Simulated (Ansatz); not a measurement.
NaI:
```xyz
2
Lattice="0.0000 3.2304 3.2304 3.2304 0.0000 3.2304 3.2304 3.2304 0.0000" Properties=species:S:1:pos:R:3 pbc="T T T"
Na     0.0000     0.0000     0.0000
I      3.2304     3.2304     3.2304
```

r²SCAN (plane waves, PAW; program Ansatz) gives a gap of 4.45 eV without spin–orbit coupling, maximum at Γ, minimum at Γ.

Task: What happens when spin–orbit coupling is switched on?

Result: The gap shrinks by 0.33 eV, to 4.12 eV; maximum at Γ, minimum at Γ.

Task: How large is the spin–orbit splitting of the valence top at Γ?

Result: The fourfold level lies 1.06 eV above the split-off pair.

Task: Give the electron effective mass with spin–orbit coupling.

Result: 0.28 mₑ (isotropic).

Task: Give the hole effective mass with spin–orbit coupling, band 1 of 2 at the edge.

Result: 1.5 along [100], 2.6 along [110], 3.2 along [111] (mₑ).

Task: Give the hole effective mass with spin–orbit coupling, band 2 of 2 at the edge.

Result: 0.49 along [100], 0.43 along [110], 0.42 along [111] (mₑ).

Space group Fm-3m (rock salt). Symmetry was held in the r²SCAN relaxation; phonons on a q-mesh show no instability.

Potentials: the later of the program's two PAW sets.
